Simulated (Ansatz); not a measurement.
## Clamped-ion strain scan in Li

Level of theory: DFT PBEsol, scalar-relativistic, plane waves, PAW (Ansatz). The runs took a 420 eV cutoff, a Γ-centred 20×20×20 mesh and Gaussian smearing (0.15 eV). No spin polarisation. Energies are free energies at this smearing, counted from the undisturbed cell; pressure is positive in compression.

Reference structure (as given, not relaxed at this level; it stands at -0.7 GPa):

```
CELL_PARAMETERS angstrom
-1.75000 1.75000 1.75000
1.75000 -1.75000 1.75000
1.75000 1.75000 -1.75000
ATOMIC_POSITIONS crystal
Li 0.00000 0.00000 0.00000
```

The cell is strained by ε times the Voigt pattern (1, 0, 0, 0, 0, 0) (xx, yy, zz, yz, xz, xy; engineering shear) with fractional coordinates fixed. The cell is metallic on the mesh throughout.

```
      ε  ΔE (meV/atom) stress summed along the pattern (GPa, tension positive) pressure (GPa)
-0.0600              ?                                                    -0.17               ?
-0.0450              ?                                                     0.11               ?
-0.0300           -2.2                                                     0.35            -0.4
-0.0150           -1.3                                                     0.55            -0.5
 0.0000            0.0                                                     0.71            -0.7
 0.0150            1.6                                                     0.87            -0.9
 0.0300            3.5                                                     1.02            -1.0
 0.0450            5.7                                                        ?               ?
 0.0525            6.9                                                     1.24            -1.2
 0.0600            8.2                                                     1.31            -1.3
```

Give the withheld values.

ΔE (meV/atom) at ε = -0.0600: -2.6; pressure (GPa) at ε = -0.0600: 0.1; ΔE (meV/atom) at ε = -0.0450: -2.6; pressure (GPa) at ε = -0.0450: -0.2; stress summed along the pattern (GPa, tension positive) at ε = 0.0450: 1.17; pressure (GPa) at ε = 0.0450: -1.2.